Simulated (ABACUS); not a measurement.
Band structure of Si (Fd-3m, 2 atoms in the cell; from Materials Project mp-149).

```xyz
2
Lattice="0.0000 2.7218 2.7218 2.7218 0.0000 2.7218 2.7218 2.7218 0.0000" Properties=species:S:1:pos:R:3 pbc="T T T"
Si     1.3609     1.3609     1.3609
Si     0.0000     0.0000     0.0000
```

Computed with LDA (PW92), numerical atomic orbitals DZP (confined pseudo-atomic orbitals with Gaussian additions; energy shift 0.01 Ry), PseudoDojo 0.4 standard norm-conserving LDA (tails mended) pseudopotentials in ABACUS.

Settings: basis = DZP numerical atomic orbitals, energy shift 0.01 Ry; KPT = Gamma 8 8 8 0 0 0; basis_type = lcao; dft_functional = PWLDA; ecutwfc = 100 Ry; smearing_method = gaussian; smearing_sigma = 0.000734986 Ry; potentials = PseudoDojo 0.4 standard norm-conserving LDA (tails mended); symmetry = 1; symmetry_prec = 1e-05; ks_solver = genelpa; scf_nmax = 100; scf_thr = 1.0e-06; mixing_type = broyden.

The atom-centred basis is finite, which shifts total energies, pressures and gaps against plane waves. The structure comes from a collection of computed structures, made at another level of theory; the collection holds predicted forms beside known ones.

Task: Predict the gap along the standard path and the places of the band edges.

Result: The gap along the path is 0.46 eV, from Γ to a point between Γ and X; the smallest direct gap on it is 2.50 eV.

Points are given in units of this cell's reciprocal vectors. Levels in eV from the top of the valence band on the SCF mesh, bands 1 to 5:
| point | 1 | 2 | 3 | 4 | 5 |
|---|---|---|---|---|---|
| Γ (0 0 0) | -11.86 | 0.00 | 0.00 | 0.00 | 2.50 |
| X (0.5 0 0.5) | -7.84 | -7.84 | -2.88 | -2.88 | 0.59 |
| W (0.5 0.25 0.75) | -7.67 | -7.67 | -3.89 | -3.89 | 4.19 |
| K (0.375 0.375 0.75) | -8.24 | -7.26 | -4.34 | -2.45 | 1.10 |
| L (0.5 0.5 0.5) | -9.63 | -7.00 | -1.22 | -1.22 | 1.40 |
| U (0.625 0.25 0.625) | -8.24 | -7.26 | -4.34 | -2.45 | 1.10 |

Higher empty bands are left out: an atom-centred basis made for the valence describes them poorly.

The atomic orbitals were generated for these runs; they are not ABACUS's published sets and were checked against plane waves on a few crystals only.

“Tails mended”: in these copies of the files the far tail of each local potential was reset to the Coulomb form.
